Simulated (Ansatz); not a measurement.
The elements of this relaxed trial crystal are hidden behind letters.

```
lattice vectors (Å)
   1.9199    1.1085   13.8699
  -1.9199    1.1085   13.8699
   0.0000   -2.2170   13.8699
fractional positions
X 0.0000 0.0000 0.0000
Z 0.2041 0.2041 0.2041
Z 0.7959 0.7959 0.7959
Z 0.9252 0.9252 0.9252
Z 0.0748 0.0748 0.0748
Q 0.6337 0.6337 0.6337
Q 0.3663 0.3663 0.3663
Q 0.5000 0.5000 0.5000
```

All numbers below come from Ansatz, DFT PBE, scalar-relativistic, plane waves, PAW. Plane waves to 420 eV, a 12×12×12 mesh through Γ for the 8-atom cell and 0.10 eV Gaussian smearing; no spin polarisation.

```
Space group                                 : R-3m (No. 166)
Conventional cell                           : a = 3.840 Å, c = 41.610 Å
Volume per atom                             : 22.14 Å³
Density                                     : 6.05 g/cm³
Formation energy                            : −0.15 eV/atom
Gap on the 12×12×12 mesh of the 8-atom cell : 0 eV (a metal)
```

Energies are uncorrected and count from the elements' standard states at the same level.

Q: X is a d-block element of period 5, Z is a p-block element of period 5 and Q is a p-block element of period 3. Which elements are they?

A: X = Nb, Z = In, Q = P, so the formula is NbIn4P3. Density times volume gives a mean mass of 6.05 × 22.14/1.6605 = 80.7 u per atom, and this set has 80.6 u. Around Nb lie 6 P at 2.61 Å and 2 In at 3.11 Å; around In on its first site lie 3 P at 2.71 Å and 3 In at 3.17 Å; P on a site of symmetry 3m is surrounded by 3 Nb at 2.61 Å and 3 In at 2.82 Å; 2 more sites not described. Other sets within the hints have nearly the same mass, so mass alone doesn't settle it; this one was computed.

This cell was reached by moving the atoms of another relaxed cell at random and relaxing again, last within the group found; it had no such test of its own.
